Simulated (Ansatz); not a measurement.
## RbMnF3: how the free axis answers a strain

RbMnF3, Pm-3m, a = 4.223 Å. The structure is a Materials Project entry; whether it is the stable form wasn't checked. Ansatz: PBEsol, PAW, 420 eV, Γ-centred 6×6×6 mesh on 5 atoms, Gaussian smearing 0.02 eV; collinear spin, largest moment 4.2 μB. Series: uniaxial strain along a, with b, c and atoms relaxed; x is the strain in per cent. y is the change of c in per cent of 4.223 Å.

```
x (%) y (%)
 -4.5   1.39
 -3.0   0.89
 -1.5      ?
  0.0   0.00
  1.5  -0.43
  3.0  -0.81
  4.5  -1.17
```

**Question.** Fit y = c1 x + c2 x² to the other rows, say what c1 measures, and predict the missing y.

**Answer.** Least squares on the rows shown. y = −0.2845 x + 0.005235 x². So −c1 = 0.284 is Poisson's ratio for this pair of axes. At x = -1.5 the fit asked for gives 0.44 %. The run gave 0.41 %, so the fit is 0.03 % too high, a small miss on the scale of the series.

The cell holds one magnetic atom, so it can only be ferromagnetic; an antiferromagnetic order may lie lower.

Symmetry holds off the tilts and polar distortions that many cubic perovskites undergo.

Cost: 7 runs of about 3.3 core-minutes in all, on Intel Xeon Platinum 8488C (Sapphire Rapids) (shared hosts).